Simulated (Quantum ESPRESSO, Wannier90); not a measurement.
# Sn (diamond), plane waves to Wannier functions

Structure: Materials Project mp-117, symmetrised, not relaxed again. COD (Crystallography Open Database) has the formula in 5 space groups, this one among them (matched by group alone). Method: PBEsol plane waves in Quantum ESPRESSO 7.5 (PseudoDojo norm-conserving files, 58 Ry, no spin polarisation, no spin-orbit coupling), Bloch states on a 8×8×8 mesh through Γ, Wannier90 4.0.1. Density: 12×12×12 mesh, cold smearing 0.01 Ry. Spin-orbit coupling is left out although heavy elements are present.

Input w.win:

```
num_bands = 15
num_wann = 8
exclude_bands = 1-10
num_iter = 0
conv_tol = 1.0e-7
conv_window = 4
dis_num_iter = 1000
dis_conv_tol = 1.0e-7
dis_froz_max = 8.94
write_hr = true
write_u_matrices = true
begin projections
Sn: s;p
end projections
begin unit_cell_cart
ang
    0.0000000000    3.2849850000    3.2849850000
    3.2849850000    0.0000000000    3.2849850000
    3.2849850000    3.2849850000    0.0000000000
end unit_cell_cart
begin atoms_frac
Sn   0.5000000000  0.5000000000  0.5000000000
Sn  -0.2500000000 -0.2500000000 -0.2500000000
end atoms_frac
mp_grid = 8 8 8
begin kpoints
0.0000000000 0.0000000000 0.0000000000
0.0000000000 0.0000000000 0.1250000000
0.0000000000 0.0000000000 0.2500000000
... (509 more lines: the 8x8x8 mesh through Gamma)
end kpoints
```

On the energy scale of pw.x, whose zero is arbitrary, the Fermi level lies at 7.44 eV. Lines of w_hr.dat (R1 R2 R3 m n Re Im, eV) for R = 0 and one of the shortest lattice vectors, rounded to 0.01 eV, lines under 0.02 eV left out; orbitals in order: Sn1 s, Sn1 pz, Sn1 px, Sn1 py, Sn2 s, Sn2 pz, Sn2 px, Sn2 py.

```
    0    0    0    1    1     2.11     0.00
    0    0    0    2    2     8.70     0.00
    0    0    0    3    3     8.70     0.00
    0    0    0    4    4     8.70     0.00
    0    0    0    5    5     2.11     0.00
    0    0    0    6    6     8.70     0.00
    0    0    0    7    7     8.70     0.00
    0    0    0    8    8     8.70     0.00
   -1    0    0    1    1    -0.02     0.00
   -1    0    0    3    1    -0.08     0.00
   -1    0    0    6    1     0.03     0.00
   -1    0    0    7    1    -0.02     0.00
   -1    0    0    8    1     0.03     0.00
   -1    0    0    2    2     0.12     0.00
   -1    0    0    3    2     0.07     0.00
   -1    0    0    5    2    -0.03     0.00
   -1    0    0    6    2     0.05     0.00
   -1    0    0    8    2     0.03     0.00
   -1    0    0    1    3    -0.08     0.00
   -1    0    0    2    3    -0.07     0.00
   -1    0    0    3    3    -0.29     0.00
   -1    0    0    4    3    -0.07     0.00
   -1    0    0    5    3     0.02     0.00
   -1    0    0    7    3     0.02     0.00
   -1    0    0    3    4     0.07     0.00
   -1    0    0    4    4     0.12     0.00
   -1    0    0    5    4    -0.03     0.00
   -1    0    0    6    4     0.03     0.00
   -1    0    0    8    4     0.05     0.00
   -1    0    0    5    5    -0.02     0.00
   -1    0    0    7    5     0.08     0.00
   -1    0    0    6    6     0.12     0.00
   -1    0    0    7    6    -0.07     0.00
   -1    0    0    5    7     0.08     0.00
   -1    0    0    6    7     0.07     0.00
   -1    0    0    7    7    -0.29     0.00
   -1    0    0    8    7     0.07     0.00
   -1    0    0    7    8    -0.07     0.00
   -1    0    0    8    8     0.12     0.00
```
